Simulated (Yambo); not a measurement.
Yambo run on KHgF3 (space group Cmmm, No. 65, within 0.06 Å of Pm-3m). The wavefunctions come from this Quantum ESPRESSO step (LDA, PseudoDojo standard norm-conserving files, scalar-relativistic):

```
&CONTROL
  calculation = 'nscf'
  pseudo_dir = './pseudo'
  outdir = './out'
/
&SYSTEM
  ibrav = 0
  nat = 5
  ntyp = 3
  ecutwfc = 84.0
  ecutrho = 336.0
  occupations = 'fixed'
  force_symmorphic = .true.
  nbnd = 143
/
&ELECTRONS
  conv_thr = 5e-09
  diago_full_acc = .true.
  diago_thr_init = 1e-08
/
ATOMIC_SPECIES
F 18.9984 F.upf
K 39.0983 K.upf
Hg 200.5920 Hg.upf
CELL_PARAMETERS angstrom
  3.201965000000  -3.208095000000   0.000000000000
  3.201965000000   3.208095000000   0.000000000000
  0.000000000000   0.000000000000   4.524390000000
ATOMIC_POSITIONS crystal
F   0.000000000000   0.500000000000   0.000000000000
F   0.500000000000   0.000000000000   0.000000000000
F   0.500000000000   0.500000000000   0.500000000000
K   0.000000000000   0.000000000000   0.500000000000
Hg   0.500000000000   0.500000000000   0.000000000000
K_POINTS automatic
2 2 2 0 0 0
```

Yambo input:

```
rim_cut
gw0
dyson
el_el_corr
HF_and_locXC
ppa
em1d
RandQpts= 1000000
RandGvec= 1 Ry
EXXRLvcs= 84 Ry
VXCRLvcs= 336 Ry
Chimod= "HARTREE"
% BndsRnXp
 5 | 142 |
%
NGsBlkXp= 7 Ry
% LongDrXp
 1.0 | 1.0 | 1.0 |
%
PPAPntXp= 27.2114 eV
% GbndRnge
 1 | 142 |
%
GTermKind= "BG"
DysSolver= "n"
ExtendOut
% QPkrange
 1 | 1 | 25 | 26 |
 6 | 6 | 25 | 26 |
%
```

k points by index: 1 = Γ, 6 = (-0.5, -0.5, -0.5).

The o-*.qp file then holds:

```
#    K-point    Band    Eo [eV]    E [eV]    E-Eo [eV]    Vxc [eV]    Vnlxc [eV]    Sc|Eo [eV]    Sc|E [eV]    dSc/dw|Eo [eV]    Re(Z)    Im(Z)
#
    1    25    -2.574417    -4.130901    -1.556484    -21.50939    -29.28206    5.748530    6.216186    -8.173052    0.769006    -0.003371
    1    26    0.305012    1.512174    1.207162    -13.40133    -8.873874    -3.104096    -3.320299    -4.873257    0.848111    -0.954126E-3
    6    25    0.000000    -0.985227    -0.985227    -24.82099    -30.23925    4.188614    4.433029    -6.749699    0.801250    -0.001352
    6    26    5.527504    7.288340    1.760836    -19.52407    -13.82936    -3.507137    -3.933874    -6.595121    0.804911    0.001965
```
(The two width columns are left out.) Convergence of these settings isn't established.

Spin-orbit coupling is not included.

Geometry of the Materials Project entry, not relaxed at this level.
